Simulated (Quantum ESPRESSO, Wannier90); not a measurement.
## Wannier functions of Cu (I4/mmm, model phase)

```xyz
1
Lattice="-1.4507 1.4507 1.3622 1.4507 -1.4507 1.3622 1.4507 1.4507 -1.3622" Properties=species:S:1:pos:R:3 pbc="T T T"
Cu     0.0000     0.0000     0.0000
```

Structure: Materials Project mp-1010136, symmetrised, not relaxed again. This isn't the element's usual structure (fcc); take it as a model of another phase. Method: PBEsol plane waves in Quantum ESPRESSO 7.5 (PseudoDojo norm-conserving files, 74 Ry, no spin polarisation, no spin-orbit coupling), Bloch states on a 12×12×12 mesh through Γ, Wannier90 4.0.1. Density: 20×20×20 mesh, cold smearing 0.01 Ry.

Base run: 9 functions from bands 5-21 of the 21 computed, start hydrogen-like Cu: s;p;d, frozen window up to 1.50 eV relative to the Fermi level, outer window open. One setting was then changed (edges relative to the Fermi level; misfit to pw.x on a path, for states up to 1.0 eV relative to the Fermi level).

```tsv
run	Ω_I (Å²)	rms misfit (meV)	worst (meV)
base	4.64	2.3	16
changed	4.59	12	198
```

### Question
Which change was made?
(A) frozen window to -0.50 eV
(B) frozen window to 2.50 eV
(C) outer window to 31.38 eV
(D) frozen window to 1.00 eV
(E) no frozen window

### Answer
A, frozen window to -0.50 eV. The others give:

```json
[
 {"run": "frozen window to 2.50 eV", "Ω_I (Å²)": "4.67", "rms misfit (meV)": "3.0", "worst (meV)": "36"},
 {"run": "frozen window to 1.00 eV", "Ω_I (Å²)": "4.63", "rms misfit (meV)": "2.2", "worst (meV)": "14"},
 {"run": "no frozen window", "Ω_I (Å²)": "4.36", "rms misfit (meV)": "476", "worst (meV)": "1266"},
 {"run": "outer window to 31.38 eV", "Ω_I (Å²)": "6.68", "rms misfit (meV)": "2.1", "worst (meV)": "12"}
]
```
